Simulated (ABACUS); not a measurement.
# Worked estimates from a calculation on ZnO (P6_3mc, 4 atoms in the cell; from Materials Project mp-2133)

```
CELL_PARAMETERS angstrom
      3.23735     0.00000     0.00000
     -1.61868     2.80363     0.00000
      0.00000     0.00000     5.22206
ATOMIC_POSITIONS crystal
  Zn 0.66667 0.33333 0.50059
  Zn 0.33333 0.66667 0.00059
  O  0.66667 0.33333 0.87972
  O  0.33333 0.66667 0.37972
```

Computed with ABACUS with LDA (PW92), numerical atomic orbitals DZP (confined pseudo-atomic orbitals with Gaussian additions; energy shift 0.003 Ry), PseudoDojo 0.4 standard norm-conserving LDA (tails mended) pseudopotentials.

Main settings: basis = DZP numerical atomic orbitals, energy shift 0.003 Ry; KPT = Gamma 8 8 6 0 0 0; basis_type = lcao; dft_functional = PWLDA; ecutwfc = 100 Ry; smearing_method = fd; smearing_sigma = 0.00367493 Ry; potentials = PseudoDojo 0.4 standard norm-conserving LDA (tails mended).

The atom-centred basis is finite, which shifts total energies, pressures and gaps against plane waves. The structure comes from a collection of computed structures, made at another level of theory; the collection holds predicted forms beside known ones.

The cell was also run at V = 46.923 Å³ (F = -12269.32704 eV, P = -2.96 GPa) and V = 47.871 Å³ (F = -12269.30138 eV, P = -5.63 GPa), scaled uniformly; the base has V = 47.397 Å³, P = -4.33 GPa and F₀ = -12269.31608 eV.

### Question
Check the pressure against the energies, and estimate the bulk modulus and the volume of zero pressure.

### Answer
P = −dF/dV ≈ −(0.02566 eV)/(0.948 Å³) = -0.02707 eV/Å³; times 160.218 GPa per eV/Å³ this is -4.34 GPa, against -4.33 GPa from the stress tensor. B = −V dP/dV ≈ −47.397 × (-2.67 GPa)/(0.948 Å³) = 133 GPa at this volume. The curvature of the energies, B = V (F₊ + F₋ − 2F₀)/(ΔV/2)², gives 126 GPa. To first order the pressure vanishes at V0 ≈ V(1 + P/B) = 45.86 Å³, so all lengths change by about -1.09 %. Shape and fractional positions were held, which usually makes B too large where they are free.

The atomic orbitals were generated for these runs; they are not ABACUS's published sets and were checked against plane waves on a few crystals only.

“Tails mended”: in these copies of the files the far tail of each local potential was reset to the Coulomb form.
